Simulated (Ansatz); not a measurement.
## Phonons of YbTl in the CsCl-type structure

Method: PBEsol, scalar-relativistic; no spin polarisation; PAW, 420 eV, Gaussian smearing of 0.15 eV; code Ansatz; PAW files: Ansatz's generated set soft_2.

```cif
data_structure
_symmetry_space_group_name_H-M 'P 1'
_symmetry_Int_Tables_number 1
_cell_length_a 3.7661
_cell_length_b 3.7661
_cell_length_c 3.7661
_cell_angle_alpha 90.000
_cell_angle_beta 90.000
_cell_angle_gamma 90.000
_cell_volume 53.42
loop_
_atom_site_label
_atom_site_type_symbol
_atom_site_fract_x
_atom_site_fract_y
_atom_site_fract_z
_atom_site_occupancy
Yb1 Yb 0.00000 0.00000 0.00000 1
Tl1 Tl 0.50000 0.50000 0.50000 1
```

The start was a prototype's sites filled with these elements; the Crystallography Open Database holds the compound in this structure.

Force constants come from finite displacements in a 2×2×2 supercell (the unit cell's 10×10×10 k-mesh, folded to it); the long-range dipole term is not included. Points in reciprocal vectors of this cell: Γ = (0.000, 0.000, 0.000), X = (0.000, 0.500, 0.000), M = (0.500, 0.500, 0.000), R = (0.500, 0.500, 0.500).

Is the structure dynamically stable along this path, and where does the spectrum end?

Yes: no branch is imaginary beyond numerical noise. The highest frequency is 103 cm⁻¹, at M. Points that don't fit the supercell are interpolated.

Frequencies at the named points (cm⁻¹, imaginary ones negative):
| point | ω (cm⁻¹) |
| --- | --- |
| Γ | 0 0 0 85 85 85 |
| X | 61 61 65 66 66 80 |
| M | 31 31 55 63 103 103 |
| R | 64 64 64 75 75 75 |

What does the harmonic approximation give for the vibrational free energy, entropy and heat capacity?

Zero-point energy 11.9 meV/atom.
| T (K) | F_vib (meV/atom) | S (J/K per mole of atoms) | C_V (J/K per mole of atoms) |
| --- | --- | --- | --- |
| 100 | -2.9 | 29.7 | 23.1 |
| 200 | -43.2 | 46.3 | 24.5 |
| 300 | -96.7 | 56.3 | 24.7 |
| 400 | -158.9 | 63.4 | 24.8 |
| 500 | -227.6 | 68.9 | 24.9 |
| 600 | -301.4 | 73.5 | 24.9 |
| 700 | -379.6 | 77.3 | 24.9 |
| 800 | -461.5 | 80.6 | 24.9 |
| 900 | -546.6 | 83.6 | 24.9 |
| 1000 | -634.6 | 86.2 | 24.9 |

The highest mode, 103 cm⁻¹, is worth 150 K. At 300 K the heat capacity has reached 99 % of the classical limit 3R = 24.9 J/K per mole of atoms, since all modes lie under k_BT.

The crystal is a metal or nearly so; low and unstable modes depend on mesh and smearing.

Run time: 47 s on 4 threads of Intel(R) Xeon(R) 6975P-C (Granite Rapids) (shared host), peak memory 2.4 GiB.

Without a U the 4f levels of Yb lie too near the Fermi level, so their share of the states there, and what hangs on it, is overstated. Scalar-relativistic only: spin–orbit splittings of the heavy atoms' levels are missing. Spin polarisation wasn't allowed in this run, so with an open shell this may not be the ground state.
